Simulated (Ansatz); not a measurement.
An ordered 6-atom cell of Ga₂BAs₃ on the zincblende lattice (P3m1), relaxed with r2SCAN. B has 4 As at 2.07–2.29 Å; Ga has 4 As at 2.38–2.45 Å; Ga has 4 As at 2.38–2.43 Å; As has 3 B at 2.29 Å and 1 Ga at 2.45 Å; As has 4 Ga at 2.38–2.43 Å; As has 1 B at 2.07 Å and 3 Ga at 2.38 Å.

Space group P3m1 (No. 156). a = 3.809 Å, b = 3.809 Å, c = 9.414 Å, α = 90.00°, β = 90.00°, γ = 120.00°
```tsv
atom	site	symmetry	x	y	z
B	1a	3m.	0.0000	0.0000	0.0061
Ga	1c	3m.	0.6667	0.3333	0.6776
Ga	1b	3m.	0.3333	0.6667	0.3227
As	1c	3m.	0.6667	0.3333	0.9374
As	1b	3m.	0.3333	0.6667	0.5804
As	1a	3m.	0.0000	0.0000	0.2257
```

3 runs of Ansatz 0.2.0 on this cell differ in the functional (and in the settings that go with it). Levels are in eV from each run's valence top; v1 is the last filled band, c1 the first empty one.

Run A, mean stress +0.2 GPa (compression positive):
```
point     v5     v3     v1    c1    c2    c3
    Γ  -0.90  -0.60   0.00  0.78  2.30  2.80
    M  -3.87  -3.33  -1.92  1.50  1.76  2.81
    K  -5.18  -3.21  -2.46  2.40  2.47  2.75
    A  -2.18  -0.63  -0.32  0.89  2.81  3.33
```

Run B, mean stress +2.6 GPa (compression positive):
```
point     v5     v3     v1    c1    c2    c3
    Γ  -0.83  -0.59   0.00  0.12  1.37  1.99
    M  -3.58  -3.11  -1.77  0.87  1.14  2.10
    K  -4.76  -2.95  -2.27  1.69  1.76  2.09
    A  -2.07  -0.58  -0.31  0.21  1.98  2.47
```

Run C, mean stress 0.0 GPa (compression positive):
```
point     v5     v3     v1    c1    c2    c3
    Γ  -0.87  -0.58   0.00  0.34  1.85  2.41
    M  -3.71  -3.20  -1.85  1.14  1.39  2.44
    K  -4.91  -3.05  -2.36  2.01  2.07  2.38
    A  -2.11  -0.60  -0.33  0.43  2.42  2.90
```

Q: Match the runs to PBE, r2SCAN, HSE06.

A: A is HSE06, B is PBE, C is r2SCAN. In order of the gap: PBE 0.12, r2SCAN 0.34, HSE06 0.78 eV.

All values are calculated for a non-magnetic cell, which may be hypothetical.

The runs are scalar-relativistic, without spin-orbit coupling.

The stress of a hybrid is loosely converged in these runs.

The meshes of the hybrids are coarse, so their gaps aren't converged to the digits shown.
